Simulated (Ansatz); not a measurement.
Relaxed InP (zinc blende):

```
CELL_PARAMETERS angstrom
      0.00000     5.95953     5.95953
      2.97977     0.00000     2.97977
      2.97977     2.97977     0.00000
ATOMIC_POSITIONS crystal
  P  0.37500 0.75000 0.75000
  P  0.87500 0.75000 0.75000
  In 0.00000 0.00000 0.00000
  In 0.50000 0.00000 0.00000
```

A phonon eigenvector at L = (0.5, 0.0, 0.0) is frozen into this cell: atom i moves by Q times the vector below, so Q is the largest atomic displacement, in Å. The cell is held. (q is in reciprocal vectors of the primitive cell; the cell shown is doubled to hold the pattern.)

```csv
atom,x,y,z
P1,-0.134,0.134,0.134
P2,0.134,-0.134,-0.134
In3,-0.577,0.577,0.577
In4,0.577,-0.577,-0.577
```

Method: PBE (plane waves to 420 eV, PAW, scalar-relativistic; Ansatz, a quantum-chemistry and plane-wave program). k mesh 5×10×10 (Γ-centred), Fermi-Dirac smearing 0.05 eV. InP was relaxed with its symmetry unable to fall. 

| Q (Å) | −dE/dQ from forces (eV/Å) |
|---|---|
| -0.100 | 2.126 |
| -0.083 | 1.774 |
| -0.067 | 1.420 |
| -0.050 | 1.066 |
| -0.033 | 0.711 |
| -0.017 | 0.355 |
| 0.000 | 0.000 |
| 0.017 | -0.355 |
| 0.033 | -0.711 |
| 0.050 | -1.066 |
| 0.067 | -1.420 |
| 0.083 | -1.774 |
| 0.100 | -2.126 |

### Question
What harmonic wavenumber does the curvature at Q = 0 give?

### Answer
158 cm⁻¹. E″ = 21.33 eV/Å², M = Σ mᵢ|uᵢ|² = 233.0 u, ν̃ = 521.5·√(|E″|/M).

(A displaced cell: forces are minus the slopes of the energy, force constants its curvatures, and phonons follow from these.)
